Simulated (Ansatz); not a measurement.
# Compressing In$_{2}$Ag

Level of theory: DFT r2SCAN, scalar-relativistic, plane waves, PAW (Ansatz 0.2.0). Settings: 500 eV cutoff, 8×8×8 k-mesh, Gaussian smearing of 0.10 eV, no spin polarisation.

Reference structure (relaxed):

```
CELL_PARAMETERS angstrom
-3.42658 3.42658 2.86758
3.42658 -3.42658 2.86758
3.42658 3.42658 -2.86758
ATOMIC_POSITIONS crystal
In 0.15519 0.65519 0.81038
In 0.65519 0.84481 0.50000
In 0.84481 0.34481 0.18962
In 0.34481 0.15519 0.50000
Ag 0.75000 0.75000 0.00000
Ag 0.25000 0.25000 0.00000
```

Cell and atoms are relaxed at each pressure within the symmetry of the start, at zero temperature, so transitions that lower the symmetry aren't seen. The k-mesh given is that at zero pressure and may differ at others. a, b and c are the lengths of the cell vectors above. ΔH is E + PV over the energy at zero pressure.

```
P (GPa) V (Å³/atom) V/V0  a (Å) b (Å) c (Å)  α (°)  β (°)  γ (°)  ΔH (eV/atom)
     -1        22.84  1.017  5.663  5.663  5.663  105.1  105.1  118.7        -0.141
      0        22.45  1.000  5.631  5.631  5.631  105.0  105.0  118.8         0.000
      1        22.10  0.984  5.602  5.602  5.602  105.0  105.0  118.8         0.139
      4            ?      ?      ?      ?      ?      ?      ?      ?             ?
     12            ?      ?      ?      ?      ?      ?      ?      ?             ?
     25        17.98  0.801  5.240  5.240  5.240  104.5  104.5  120.1         3.068
     50        16.15  0.719  5.055  5.055  5.055  104.5  104.5  119.9         5.717
```

**Question.** What stands in the row for 4 GPa?

**Answer.** V 21.23 Å³/atom; V/V0 0.946; a 5.528 Å; b 5.528 Å; c 5.528 Å; α 104.9 °; β 104.9 °; γ 119.0 °; ΔH 0.544 eV/atom.

**Question.** What stands in the row for 12 GPa?

**Answer.** V 19.63 Å³/atom; V/V0 0.874; a 5.390 Å; b 5.390 Å; c 5.390 Å; α 104.7 °; β 104.7 °; γ 119.5 °; ΔH 1.561 eV/atom.